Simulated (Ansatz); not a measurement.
AlPt in space group P2_13 (No. 198; Al on 4a, Pt on 4a) under volume change, the program Ansatz at the r²SCAN level (PAW), shape and atoms relaxed at each volume.

| V (Å³/atom) | E − E(relaxed) (meV/atom) | P (GPa) |
|---|---|---|
| 13.206 | 89.1 | 23.89 |
| 13.641 | 37.3 | 14.54 |
| 14.076 | 8.8 | 6.65 |
| 14.512 | 0.0 | -0.01 |
| 14.947 | 7.8 | -5.61 |
| 15.382 | ___ | ___ |
| 15.818 | ___ | ___ |

Q: Some entries are withheld; supply them.

A: 
- 15.818, E − E(relaxed) (meV/atom): 63.3
- 15.818, P (GPa): -14.29
- 15.382, E − E(relaxed) (meV/atom): 29.7
- 15.382, P (GPa): -10.33

Q: What does a third-order Birch–Murnaghan fit give for V₀, B₀ and B′?

A: V₀ = 14.51 Å³/atom, B₀ = 203 GPa, B′ = 4.7.

The workflow started from a Materials Project entry (that database holds measured and hypothetical structures alike); the Crystallography Open Database copy checked does not list it. With Al and Pt taken as one species the cell has the higher symmetry Pa-3, so it may be an ordered model of a mixed-site phase. Its standing as an ambient phase is unchecked. The r²SCAN relaxation kept the symmetry of its start; of distortions, only those at the zone centre were tested. The run is not spin-polarised. Scalar-relativistic: spin–orbit coupling is off unless named, which matters more the heavier the elements.

Potentials: the later of the program's two PAW sets.
